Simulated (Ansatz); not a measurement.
**LaOs₃ (AuCu3-type structure)**

Computed with Ansatz (plane waves, PAW, 420 eV cutoff): PBE, scalar-relativistic, no spin polarisation, 8×8×8 k-mesh, Gaussian smearing of 0.05 eV. The datasets are Ansatz's generated set soft_2.

```xyz
4
Lattice="4.1471 0.0000 0.0000 0.0000 4.1471 0.0000 0.0000 0.0000 4.1471" Properties=species:S:1:pos:R:3 pbc="T T T"
La    0.0000    0.0000    0.0000
Os    0.0000    2.0735    2.0735
Os    2.0735    2.0735    0.0000
Os    2.0735    0.0000    2.0735
```

This is a trial structure made by placing the elements on a prototype's sites, so it needn't be the stable form.

The cell is relaxed to zero pressure at this level.

The cell has space group Pm-3m (read at 0.01 Å). In it the stress is 0.00, 0.00, 0.00, 0.00, 0.00, 0.00 GPa and the largest force component 0.000 eV/Å. Each change below starts from this cell, without further relaxation. Stress is in GPa, positive in compression, in the order xx, yy, zz, yz, xz, xy; energies are counted from the cell above and are free energies with the smearing's entropy, which match forces and stress in a metal.

One atom was moved along a Cartesian axis, and these forces appeared. Which atom, and about how far?
| atom | Fx (eV/Å) | Fy | Fz |
| --- | --- | --- | --- |
| La1 | 0.000 | 0.000 | 0.310 |
| Os2 | 0.000 | 0.000 | -0.107 |
| Os3 | 0.000 | 0.000 | 0.011 |
| Os4 | 0.000 | 0.000 | -0.214 |

Atom 4 (Os) is moved by 0.05 Å along z; the energy changes by 5.3 meV per cell.

What happens when atom 1 (La) is moved by 0.05 Å along z?

The energy changes by 13.9 meV per cell, and the force on it along the shift is -0.554 eV/Å (−F/u = 11.08 eV/Å²). Stress: 0.06, 0.06, 0.02, 0.00, 0.00, 0.00.
| atom | Fx (eV/Å) | Fy | Fz |
| --- | --- | --- | --- |
| La1 | 0.000 | 0.000 | -0.554 |
| Os2 | 0.000 | 0.000 | 0.309 |
| Os3 | 0.000 | 0.000 | -0.065 |
| Os4 | 0.000 | 0.000 | 0.309 |
In a harmonic crystal the energy would rise by −½F·u = ½ × 11.08 × 0.05² eV = 13.8 meV, which matches.

A single strain component, atoms carried along, gave the stress 1.44, 1.44, 2.90, 0.00, 0.00, 0.00. Which component, and about how large?

An engineering strain of -1 % in zz; the energy changes by 6.4 meV per cell.

A single strain component, atoms carried along, gave the stress -1.37, -1.37, -2.69, 0.00, 0.00, 0.00. Which component, and about how large?

An engineering strain of 1 % in zz; the energy changes by 6.1 meV per cell.

All atoms and the cell are disturbed at random:
```xyz
4
Lattice="4.2568 -0.0181 0.0312 -0.0181 4.0620 0.0355 0.0312 0.0355 4.1592" Properties=species:S:1:pos:R:3 pbc="T T T"
La   -0.0696    0.0485   -0.1788
Os    0.1609    1.9684    2.2295
Os    1.9059    2.1207   -0.0556
Os    2.2728   -0.0583    2.2308
```
Give the energy change, the stress and the forces.

719.5 meV per cell; stress 4.99, 9.67, 1.99, -3.92, 3.92, 1.42 GPa.
```tsv
atom	Fx (eV/Å)	Fy	Fz
La1	-0.219	-0.512	3.117
Os2	0.130	0.852	-2.359
Os3	0.857	-0.489	0.814
Os4	-0.768	0.149	-1.572
```

All atoms and the cell are disturbed at random:
```xyz
4
Lattice="4.1701 0.0215 -0.0220 0.0215 4.1671 0.0369 -0.0220 0.0369 4.1185" Properties=species:S:1:pos:R:3 pbc="T T T"
La   -0.0826   -0.1881    0.0447
Os    0.0791    2.4293    2.1273
Os    2.3108    2.0056   -0.1101
Os    1.8623   -0.0213    2.0715
```
Give the energy change, the stress and the forces.

987.3 meV per cell; stress 5.96, 4.84, 12.46, -0.18, 0.56, 4.84 GPa.
```
atom  Fx (eV/Å)      Fy      Fz
 La1      0.196   3.250   0.017
 Os2     -0.245  -3.524  -0.208
 Os3     -1.569  -0.792   0.072
 Os4      1.618   1.066   0.119
```

For elements this heavy, spin–orbit coupling would shift levels and gaps; it isn't included here.
